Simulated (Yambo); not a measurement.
Yambo run on Sr2MgWO6 (space group Fm-3m, No. 225). The wavefunctions are PBEsol (pw.x of Quantum ESPRESSO, ONCV potentials, scalar-relativistic) ones on a 2×2×2 mesh (40 occupied bands); a = 5.678 Å, b = 5.678 Å, c = 5.678 Å, α = 60.00°, β = 60.00°, γ = 60.00°.

Yambo input:

```
rim_cut
gw0
dyson
el_el_corr
HF_and_locXC
ppa
em1d
RandQpts= 1000000
RandGvec= 1 Ry
EXXRLvcs= 84 Ry
VXCRLvcs= 336 Ry
Chimod= "HARTREE"
% BndsRnXp
 3 | 135 |
%
NGsBlkXp= 7 Ry
% LongDrXp
 1.0 | 1.0 | 1.0 |
%
PPAPntXp= 27.2114 eV
% GbndRnge
 1 | 135 |
%
GTermKind= "BG"
DysSolver= "n"
ExtendOut
% QPkrange
 1 | 1 | 40 | 40 |
 3 | 3 | 40 | 41 |
%
```

k points by index: 1 = Γ, 3 = X.

The o-*.qp file then holds:

```
#    K-point    Band    Eo [eV]    E [eV]    E-Eo [eV]    Vxc [eV]    Vnlxc [eV]    Sc|Eo [eV]    Sc|E [eV]    dSc/dw|Eo [eV]    Re(Z)    Im(Z)
#
    1    40    0.000000    -0.454844    -0.454844    -19.80778    -24.92997    4.539134    4.667345    -7.668464    0.780144    -0.001202
    3    40    -0.076414    -0.533186    -0.456772    -19.62943    -24.70732    4.492985    4.621114    -7.631145    0.780980    -0.001208
    3    41    2.707545    4.173735    1.466190    -16.44980    -10.83807    -3.827384    -4.145538    -5.904417    0.821703    -0.807329E-3
```
(The two width columns are left out.) Convergence of these settings isn't established.

Spin-orbit coupling is not included.

Geometry of the Materials Project entry, not relaxed at this level.

The structure is a Materials Project entry; no match was found in the copy of COD used, and its stability was not checked.
